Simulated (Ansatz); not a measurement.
Course of a relaxation: BeAu2S2

Recipe of this trial structure of BeAu2S2: random cell by space group and Wyckoff sites (P4/mmm, No. 123). Lengths were set from tabulated atomic sizes, so they are only a guess.

```
Be S Au
1.0
     4.00051    0.00000    0.00000
     0.00000    4.00051    0.00000
     0.00000    0.00000    6.90213
Be S Au
1 2 2
Direct
  0.50000 0.50000 0.50000
  0.00000 0.50000 0.50000
  0.50000 0.00000 0.50000
  0.00000 0.50000 0.00000
  0.50000 0.00000 0.00000
```

Level of theory: DFT PBE, scalar-relativistic, plane waves, PAW in Ansatz 0.2.0. Cutoff 420 eV, Gaussian smearing, Γ-centred meshes. Cell and atoms relax first on a coarse mesh and then on a finer one. In between, the cell is made exact in the group found at 0.06 Å. In metals the finer mesh still leaves noise of several meV/atom or more. The steps can't lower the symmetry of their start. No spin polarisation in the relaxation; trial moments died out in a coarse test.

Steps on the 4×4×4 mesh (5 atoms, 12 steps). The free energy counts from the last step; some steps are skipped; the plane-wave basis is renewed at times, which shifts energy and pressure.

| step | ΔF (meV/atom) | V (Å³/atom) | P (GPa) |
| --- | --- | --- | --- |
| 1 | 280.6 | 22.09 | -0.79 |
| 2 | 256.5 | 21.05 | -0.48 |
| 3 | 223.6 | 20.11 | -0.28 |
| 5 | 108.5 | 18.61 | -0.84 |
| 6 | 59.5 | 17.88 | 0.76 |
| 7 | 23.1 | 17.92 | 1.27 |
| 8 | 29.6 | 17.82 | 5.51 |
| 10 | 3.6 | 18.60 | 0.39 |
| 11 | 0.2 | 18.54 | -0.12 |
| 12 | 0.0 | 18.54 | -0.06 |

The relaxed structure, after a last relaxation on the converged mesh:

```yaml
crystal:
  lattice:
    - [4.32063, 0.00000, 0.00000]
    - [0.00000, 4.32063, 0.00000]
    - [0.00000, 0.00000, 4.90972]
  atoms:
    - { symbol: Be, position: [0.50000, 0.50000, 0.50000] }
    - { symbol: S, position: [0.00000, 0.50000, 0.50000] }
    - { symbol: S, position: [0.50000, 0.00000, 0.50000] }
    - { symbol: Au, position: [0.00000, 0.50000, 0.00000] }
    - { symbol: Au, position: [0.50000, 0.00000, 0.00000] }
```

The symmetry stays P4/mmm (No. 123). The volume per atom shrinks by 17.0 %, from 22.1 to 18.3 Å³. The shortest distance goes from 2.00 Å (Be–S) to 2.16 Å (Be–S). The ratio c/a of the conventional cell changes by a factor of 0.66. The energy falls by about 0.27 eV/atom (the start's value is from the coarse mesh). Be is surrounded by 4 S at 2.16 Å; S is surrounded by 2 Be at 2.16 Å and 2 Au at 2.45 Å; around Au lie 2 S at 2.45 Å.

* Volume per atom: 18.33 Å³
* Density: 8.46 g/cm³
* Energy over the elements: +0.14 eV/atom
* Gap on the 10×10×8 mesh of the 5-atom cell: 0 eV (a metal)

Energies over the elements count from the elements' standard structures at the same level, with no fitted energy shifts.

The last run used Gaussian smearing of 0.10 eV. These runs have no spin–orbit coupling, which can matter for Au. The reference form of S is held partly by dispersion forces, which this level lacks. Symmetry constrained the relaxation, so the result can be a saddle point. In all, the 4 runs took 2.5 min on 1 thread of Arm Neoverse V2 (shared host). Another cell of BeAu2S2 relaxed alike, in I4/mmm, lies 121 meV/atom lower, so this cell isn't the stable form at this level.
